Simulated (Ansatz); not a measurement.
Si in space group C2/m (No. 12; Si on 4i, Si on 4i, Si on 4i, Si on 4i), the program Ansatz at the r²SCAN level (PAW). The conduction-band minimum lies on the Γ–M2 line, 96 % of the way from Γ, with 2 equivalent valleys. Second derivatives d²E/dk² of the lowest band at one valley (eV·Å²), along Cartesian directions:

```
direction  d²E/dk²
---------  -------
[100]        14.39
[010]        53.00
[001]        10.79
[110]        33.71
[101]        24.32
[011]        31.93
```

Question: Find the principal effective masses, the density-of-states mass and the conductivity mass.

Answer: Off-diagonal terms follow from H_xy = H[110] − (H_xx + H_yy)/2, and m*/mₑ = 7.620 eV·Å² over each eigenvalue: 0.14, 0.31, 11. One valley's DOS mass (m₁m₂m₃)^(1/3) = 0.78, conductivity mass 3/(Σ 1/mᵢ) = 0.29 mₑ.

Question: What effective density of states Nc follows at 300 K for parabolic valleys?

Answer: Nc = 2.509e19 × 2 × (0.78)^(3/2) ≈ 3.5e19 cm⁻³.

Question: With the computed static dielectric constant 11.9 (mean of the diagonal), estimate a hydrogenic donor's binding energy and radius.

Answer: E = 13.606 eV × 0.29/11.9² ≈ 28 meV; a = 0.529 Å × ε/m* ≈ 22 Å. Semilocal masses tend to be too small when the gap is underestimated.

The first step of the workflow began from a Materials Project structure, measured or hypothetical; the Crystallography Open Database copy checked does not list it. It is not the phase usual at ambient conditions (space group No. 227). The cell was relaxed with r²SCAN under the symmetry of its start; whether a distortion lowers the energy is not shown.

Potentials: the earlier of the program's two PAW sets. The files were generated under PBE; for other functionals the program regenerates the frozen cores, and for LDA and PBEsol the local potential too.
